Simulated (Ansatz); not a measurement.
Here is the system:

LiH (rock salt, Fm-3m), a = 4.0068 Å, b = 4.0068 Å, c = 4.0068 Å, α = 90.00°, β = 90.00°, γ = 90.00°; the cell used has 2 atoms.

This is the PBE-relaxed structure.

Q: All from PBE (plane waves, PAW; program Ansatz), unless another level is named. Estimate the Bader charges.

A: Li +0.85, H -0.85 e.

Q: Next, the static dielectric constant ε0 (ions relaxed, cell fixed)?

A: 14.9.

Q: And the electronic dielectric constant ε∞ (DFPT)?

A: 4.38.

Q: Next, the Born charges (a third of the trace)?

A: Li +1.02, H -1.02 e.

Symmetry was held in the PBE relaxation; phonons on a q-mesh show no instability.

Potentials: the later of the program's two PAW sets.
